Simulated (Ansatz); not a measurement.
# TaRu (P4/mmm), two-dimensional strain map

Theory: DFT PBEsol, scalar-relativistic, plane waves, PAW in Ansatz 0.2.0. Cutoff 420 eV, Γ-centred 16×16×14 k-points, Gaussian smearing of 0.15 eV. Spin–orbit coupling is left out, which can shift energies with elements as heavy as these. No spin polarisation. Energies are free energies at this smearing, counted from the undisturbed cell; pressure is positive in compression.

The starting cell (as given, not relaxed at this level; it stands at -5.2 GPa, and it needn't be the usual structure):

```
CELL_PARAMETERS angstrom
3.05300 0.00000 0.00000
0.00000 3.05300 0.00000
0.00000 0.00000 3.38900
ATOMIC_POSITIONS crystal
Ta 0.50000 0.50000 0.50000
Ru 0.00000 0.00000 0.00000
```

The cell is strained by p along both x and y and by q along z, fractional coordinates fixed. Points are written (p, q).

p was sampled at -0.080, -0.040, 0.000, 0.040, 0.080 and q at -0.080, -0.040, 0.000, 0.040, 0.080.

Task: Where on the computed points is the energy highest, and how high?

Result: At (-0.080, -0.080): 828.2 meV/atom.

Task: Away from (0, 0), which computed point is lowest?

Result: (0.000, -0.040): 12.1 meV/atom.

The map, in meV/atom:

```csv
p \ q,-0.080,-0.040,0.000,0.040,0.080
-0.080,828.2,540.6,347.4,232.0,171.0
-0.040,315.1,146.0,54.6,31.0,61.0
0.000,78.4,12.1,0.0,42.8,132.4
0.040,28.0,64.6,124.7,219.5,351.2
0.080,119.3,235.7,369.4,513.7,678.5
```